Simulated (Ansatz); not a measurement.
TaS$_{2}$:
```
CELL_PARAMETERS angstrom
      3.30241     0.00000     0.00000
     -1.65120     2.85997     0.00000
      0.00000     0.00000    32.00000
ATOMIC_POSITIONS crystal
  S  0.66667 0.33333 0.54770
  Ta 0.00000 0.00000 0.50000
  S  0.33333 0.66667 0.45230
```
Free-standing layer in the xy plane with vacuum along z and no interaction between images.

Relaxed with LDA.

Q: Tabulate the total density of states from LDA in the plane-wave PAW code Ansatz.

A: States/eV per cell of 3 atoms, means over 0.25 eV bins, energy of the bin centre from the Fermi level.

```csv
E (eV),total
-7.85,0.00
-7.60,0.00
-7.35,0.00
-7.10,0.00
-6.85,0.57
-6.60,0.76
-6.35,1.07
-6.10,1.44
-5.85,1.61
-5.60,1.61
-5.35,2.76
-5.10,4.25
-4.85,1.50
-4.60,1.65
-4.35,3.09
-4.10,2.22
-3.85,5.77
-3.60,3.62
-3.35,1.38
-3.10,1.42
-2.85,3.17
-2.60,2.29
-2.35,2.18
-2.10,2.45
-1.85,1.95
-1.60,0.49
-1.35,0.31
-1.10,0.63
-0.85,0.86
-0.60,0.90
-0.35,0.98
-0.10,1.22
0.15,1.99
0.40,0.93
0.65,0.90
0.90,1.77
1.15,1.63
1.40,1.52
1.65,1.49
1.90,1.48
2.15,1.51
2.40,1.62
2.65,1.58
2.90,2.00
3.15,1.43
3.40,1.19
3.65,2.82
3.90,2.17
4.15,2.57
4.40,1.35
4.65,1.45
```

Space group P-3m1 (1T). A layer that has been made, often on a substrate. The cell was relaxed with LDA under the symmetry of its start; whether a distortion lowers the energy is not shown. The run is not spin-polarised. With an odd number of electrons in the cell and no spin polarisation, the count alone makes it a metal. Spin–orbit coupling is left out wherever it is not named.

Potentials: the later of the program's two PAW sets.
